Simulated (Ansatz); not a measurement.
BaMgF4:
```
CELL_PARAMETERS angstrom
      2.07746    -7.13951     0.00000
      2.07746     7.13951     0.00000
      0.00000     0.00000     5.75341
ATOMIC_POSITIONS crystal
  Ba 0.14393 0.85607 0.25000
  Ba 0.85607 0.14393 0.75000
  Mg 0.59141 0.40859 0.75000
  Mg 0.40859 0.59141 0.25000
  F  0.68689 0.31311 0.51118
  F  0.31311 0.68689 0.48882
  F  0.31311 0.68689 0.01118
  F  0.68689 0.31311 0.98882
  F  0.50000 0.50000 0.50000
  F  0.50000 0.50000 0.00000
  F  0.08467 0.91533 0.75000
  F  0.91533 0.08467 0.25000
```

Relaxed with r²SCAN.

### Question
Give the Bader charges and basin volumes of the independent atoms, r²SCAN in the plane-wave PAW code Ansatz.

### Answer


```csv
atom,Bader charge (e),Bader volume (Å³)
Ba1,+1.74,23.4
Mg3,+1.79,4.4
F5,-0.87,13.8
F9,-0.90,14.4
F11,-0.90,15.5
```

Space group Cmcm. The workflow started from a Materials Project entry (that database holds measured and hypothetical structures alike); the Crystallography Open Database copy checked does not list it. COD files the formula under space group No. 36. Whether it is the stable phase at ambient conditions was not checked. The r²SCAN relaxation kept the symmetry of its start; whether a distortion lowers the energy is not shown. Scalar-relativistic: spin–orbit coupling is off unless named, which matters more the heavier the elements.

Potentials: the earlier of the program's two PAW sets. The files were generated under PBE; for other functionals the program regenerates the frozen cores, and for LDA and PBEsol the local potential too.
